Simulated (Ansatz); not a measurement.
A structure of KTaO₃ relaxed with PBEsol (plane waves to 420 eV, PAW, scalar-relativistic; Ansatz, a first-principles code); single points at other levels follow on the same geometry (Ansatz, PAW; HSE06 at 420 eV on a 6×6×6 k-mesh; no spin-orbit coupling). Space group Pm-3m (No. 221).

```cif
data_KO3Ta
_chemical_formula_sum 'K1 Ta1 O3'
_space_group_name_H-M_alt 'P 1'
_space_group_IT_number 1
_cell_length_a 3.98535
_cell_length_b 3.98535
_cell_length_c 3.98535
_cell_angle_alpha 90.000
_cell_angle_beta 90.000
_cell_angle_gamma 90.000
loop_
_space_group_symop_operation_xyz
  'x, y, z'
loop_
_atom_site_label
_atom_site_type_symbol
_atom_site_fract_x
_atom_site_fract_y
_atom_site_fract_z
_atom_site_occupancy
K1 K 0.00000 0.00000 0.00000 1
Ta1 Ta 0.50000 0.50000 0.50000 1
O1 O 0.50000 0.00000 0.50000 1
O2 O 0.50000 0.50000 0.00000 1
O3 O 0.00000 0.50000 0.50000 1
```

```json
[
 {"level": "PBEsol", "gap (eV)": "2.14", "kind": "indirect", "conduction minimum": "Γ"},
 {"level": "HSE06", "gap (eV)": "3.59", "kind": "–", "conduction minimum": "Γ"}
]
```

HSE06 gaps come from a coarse mesh plus a few chosen points, so they may be too large. No spin polarisation in the result.

It was reached from a disturbed copy of a Pm-3m (No. 221) cell (cubic perovskite type), against which it lies under 1 meV/atom.
